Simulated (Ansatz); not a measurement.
# BeSi: relaxation of cell and atoms

Method: DFT, PBE, PAW with Ansatz's default frozen-core files, scalar-relativistic (Ansatz 0.2.0).

Command: `ansatz run input.yaml --threads 1 --pin off --max-ram 2048MiB --backend cpu --events-out ev --progress --plain --runs-dir out` The run took 31 s on 1 thread of AMD EPYC (Zen 3) (shared host), peak memory 0.35 GiB.

```yaml
crystal:
  lattice:
    - [2.5385139928, 0.0, 0.0]
    - [0.0, 2.5385139928, 0.0]
    - [0.0, 0.0, 3.4523790302]
  atoms:
    - { symbol: Be, position: [0.0, 0.0, 0.0] }
    - { symbol: Si, position: [0.5, 0.5, 0.5] }
kpoints:
  mp_grid: { grid: [14, 14, 11] }
scf:
  occupations: { method: fermi_dirac, width: 0.05 }
hamiltonian:
  xc: pbe
  pseudopotentials: { kind: paw }
output:
  forces: true
  stress: true
relax:
  f_tol: 0.005
  max_steps: 80
  cell: {}
```

The cell is built from the L10 type as a first guess.

The cutoff is 420 eV; energies and pressures of the walk include the program's estimate of the Pulay term.

Each frame lists the cell vectors (Å), then Cartesian positions (Å); symmetry keeps all forces zero. Free energies count from the first step, -727.7939 eV.

The walk took 6 evaluations in all; steps that aren't listed are left out.

Step 1: E = 0.0 meV, P = 0.10 GPa

```
cell 2.5385 0.0000 0.0000 0.0000 2.5385 0.0000 0.0000 0.0000 3.4524
Be    0.0000    0.0000    0.0000
Si    1.2693    1.2693    1.7262
```

Step 2: E = -1.0 meV, P = 0.28 GPa

```
cell 2.5456 0.0000 0.0000 0.0000 2.5456 0.0000 0.0000 0.0000 3.4319
Be    0.0000    0.0000    0.0000
Si    1.2728    1.2728    1.7160
```

Step 3: E = -1.4 meV, P = -0.05 GPa

```
cell 2.5591 0.0000 0.0000 0.0000 2.5591 0.0000 0.0000 0.0000 3.4138
Be    0.0000    0.0000    0.0000
Si    1.2796    1.2796    1.7069
```

Problem. How does the relaxation end?

Solution. It converges, with a = 2.556 Å, b = 2.556 Å, c = 3.420 Å, α = 90.00°, β = 90.00°, γ = 90.00° (conventional cell, space group P4/mmm). The last solve (on a basis chosen afresh for the final cell, so its energy is not quite comparable) gives E = -1.5 meV, P = -0.01 GPa:
```
cell 2.5557 0.0000 0.0000 0.0000 2.5557 0.0000 0.0000 0.0000 3.4197
Be    0.0000    0.0000    0.0000
Si    1.2778    1.2778    1.7098
```
